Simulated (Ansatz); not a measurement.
Sheets of one type (M2XT2 MXene (fcc sites)-type), DFT-PBE in the program Ansatz with PAW potentials; HSE06 gaps on those cells.

| layer | a (Å) | thickness (Å) |
|---|---|---|
| Mo2H2NO2 | 2.828 | 7.72 |
| Sc2H2NO2 | 3.221 | 6.86 |
| W2H2NO2 | 2.812 | 7.89 |
| Ta2H2NO2 | ? | ? |
| Nb2H2NO2 | 2.959 | 7.60 |

Problem. What belongs in the gaps?

Solution. 
- Ta2H2NO2, a (Å): 2.928
- Ta2H2NO2, thickness (Å): 7.73

Began spin-polarised and lost the moments: Mo2H2NO2, M2XT2 MXene (fcc sites)-type layer; Sc2H2NO2, M2XT2 MXene (fcc sites)-type layer; W2H2NO2, M2XT2 MXene (fcc sites)-type layer; Ta2H2NO2, M2XT2 MXene (fcc sites)-type layer; Nb2H2NO2, M2XT2 MXene (fcc sites)-type layer. All cells were relaxed under the symmetry of their starts (and spin orders); stability against distortions was not tested throughout. No Hubbard U is applied. Spin–orbit coupling is left out wherever it is not named. Constructed layers (a layer type filled with these elements): Mo2H2NO2, M2XT2 MXene (fcc sites)-type layer; Sc2H2NO2, M2XT2 MXene (fcc sites)-type layer; W2H2NO2, M2XT2 MXene (fcc sites)-type layer; Ta2H2NO2, M2XT2 MXene (fcc sites)-type layer; Nb2H2NO2, M2XT2 MXene (fcc sites)-type layer.

Potentials: the later of the program's two PAW sets.
